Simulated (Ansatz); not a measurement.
**Yb₃Sn₅S₆: reading a single point**

```xyz
14
Lattice="-2.3067 5.1969 6.7786 4.6135 0.0000 0.0000 2.3067 5.1969 -6.7786" Properties=species:S:1:pos:R:3 pbc="T T T"
Sn    0.0000    3.6111    4.4832
Sn    0.0000    6.7827    4.4832
Sn    4.6135    6.7827   -4.4832
Sn    4.6135    3.6111   -4.4832
S     2.3067    7.2032    0.0000
S     2.3067    3.1906    0.0000
Yb    2.3067    5.1969   -2.6001
Yb    2.3067    5.1969    2.6001
Sn    0.0000    5.1969    0.0000
S     0.0000    2.9437    1.6499
S     0.0000    7.4501    1.6499
S     4.6135    7.4501   -1.6499
S     4.6135    2.9437   -1.6499
Yb    0.0000    0.0000    0.0000
```

Level: r2SCAN, no spin polarisation; 500 eV; 4×4×4 Γ-centred mesh; fermi-dirac occupations (width 0.1 eV); Ansatz 0.2.0, fixed geometry.

Stress: The pressure is 3.3 GPa (compression positive), so with the atoms held at these fractions the cell would first expand; the forces are large, so a full relaxation may end otherwise. The principal stresses -0.8, 3.6, 7.1 GPa differ, so its shape would change too.
Forces: The largest is on S13 (and as large on other atoms): 1.78 eV/Å, components (0.00, -0.04, -1.78). It makes 76° with the line to a nearest neighbour, Sn2 at 2.75 Å.
Formation energy: -0.18 eV an atom against the elements' usual phases (free molecules for gases, crystals otherwise, with no correction for O₂ or N₂), so it is bound against them; other compounds may still compete. Relaxing would lower it.
At the Fermi level: It is a metal, with about 8.2 states/eV a cell as the mean within 0.25 eV of the Fermi level, mostly S p (29 %), Sn p (27 %) and Yb d (19 %).

Origin: a known structure type with other elements, at an estimated volume, so it need not be a known compound. Caveats: no spin polarisation, so a magnetic state may lie lower; the k mesh is coarse if the cell is a metal; atoms or cell far from equilibrium; f levels without a U or exact exchange are poorly placed.
